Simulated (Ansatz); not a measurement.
**Sc$_{2}$SiB$_{2}$: computed property card**

Sc2SiB2:
```cif
data_B2Sc2Si
_chemical_formula_sum 'Sc2 Si1 B2'
_space_group_name_H-M_alt 'P 1'
_space_group_IT_number 1
_cell_length_a 3.13105
_cell_length_b 3.13105
_cell_length_c 7.74263
_cell_angle_alpha 90.000
_cell_angle_beta 90.000
_cell_angle_gamma 120.000
loop_
_space_group_symop_operation_xyz
  'x, y, z'
loop_
_atom_site_label
_atom_site_type_symbol
_atom_site_fract_x
_atom_site_fract_y
_atom_site_fract_z
_atom_site_occupancy
Sc1 Sc 0.33333 0.66667 0.72056 1
Sc2 Sc 0.33333 0.66667 0.27944 1
Si1 Si 0.00000 0.00000 0.00000 1
B1 B 0.00000 0.00000 0.50000 1
B2 B 0.66667 0.33333 0.50000 1
```

Space group P-6m2 (No. 187); conventional cell a = b = 3.1310 Å, c = 7.7426 Å, α = β = 90.00°, γ = 120.00°.

Method: the program Ansatz at the PBEsol level (PAW). Geometry: relaxed at this level of theory. Other levels are named where they apply.

**Cell and energy**

```
Property                                                       Value
-----------------------------------------------------  -------------
Volume per atom                                             13.15 Å³
Density                                                   3.53 g/cm³
Formation energy from the elements (no fitted shifts)  -0.74 eV/atom
```

**Electronic structure**

```
Item                                                                        Result
------------------------------------  --------------------------------------------
Electronic character                                             metallic (no gap)
Density of states at the Fermi level  0.54 states/eV per atom (mean over ±0.08 eV)
```

**Mechanics**

```
Quantity                             Result
----------------------------------  -------
Bulk modulus (Birch–Murnaghan fit)  139 GPa
Pressure derivative B′                  4.0
```

**Phonons**

```
Property                                       Result
-----------------------------  ----------------------
Highest zone-centre frequency                828 cm⁻¹
Zone-centre stability          no imaginary mode at Γ
```

The start of the workflow was typed in or built on a structure type; neither database checked (COD, Materials Project) lists it. Whether it is the stable phase at ambient conditions was not checked. The cell was relaxed with PBEsol under the symmetry of its start. The run is not spin-polarised. As this level gives no gap, phonon frequencies hold no LO–TO term and depend on the k-mesh and smearing (Fermi–Dirac, 0.1 eV here). The references are the lowest solids computed at this level, not always the standard phases.

Potentials: the earlier of the program's two PAW sets. The files were generated under PBE; for other functionals the program regenerates the frozen cores, and for LDA and PBEsol the local potential too.
